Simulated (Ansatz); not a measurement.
Computed properties of MgZn2

MgZn2:
```
MgZn2
1.0
    5.14976     0.00000     0.00000
   -2.57488     4.45983     0.00000
    0.00000     0.00000     8.36620
Mg Zn
4 8
Direct
  0.33333   0.66667   0.06261
  0.66667   0.33333   0.93739
  0.66667   0.33333   0.56261
  0.33333   0.66667   0.43739
  0.00000   0.00000   0.00000
  0.00000   0.00000   0.50000
  0.16959   0.33919   0.75000
  0.83041   0.66081   0.25000
  0.83041   0.16959   0.25000
  0.16959   0.83041   0.75000
  0.66081   0.83041   0.75000
  0.33919   0.16959   0.25000
```

Space group P6_3/mmc (No. 194); conventional cell a = 5.150 Å, b = 5.150 Å, c = 8.366 Å, α = 90.00°, β = 90.00°, γ = 120.00°.

Method: DFT-r²SCAN in the program Ansatz with PAW potentials. Structure relaxed to zero pressure with the same functional. Other levels are named where they apply.

### Cell and energy

* **Volume per atom**: 16.01 Å³
* **Density**: 5.36 g/cm³
* **Formation energy from the elements (no fitted shifts)**: -0.16 eV/atom

### Electronic structure

* **Electronic character**: metallic (no gap)
* **Density of states at the Fermi level**: 0.19 states/eV per atom (mean over ±0.08 eV)

### Mechanics

- Bulk modulus (Birch–Murnaghan fit): 75.1 GPa
- Pressure derivative B′: 4.6
- Elastic constants (relaxed ions, GPa): C11 = 128, C12 = 54.4, C13 = 39.0, C33 = 154, C44 = 37.0
- Mechanical stability: stable (all eigenvalues of C positive)
- Hill bulk and shear moduli: 75.0 and 40.2 GPa
- Young's modulus: 102 GPa
- Poisson's ratio: 0.27
- Debye temperature from the elastic constants: 360 K

The first step of the workflow began from a Materials Project structure, measured or hypothetical; the Crystallography Open Database copy checked does not list it. Its standing as an ambient phase is unchecked. Symmetry was held in the r²SCAN relaxation; whether a distortion lowers the energy is not shown. As this level gives no gap, shear constants depend on the k-mesh and smearing (Fermi–Dirac, 0.1 eV here). Axis ratios of metals converge slowly with the k-mesh, so a and c are less sure than the volume. On the denser mesh and wider smearing of the elastic run this cell carries a stress of 0.7 GPa. The references are the lowest solids computed at this level, not always the standard phases.

Potentials: the later of the program's two PAW sets.
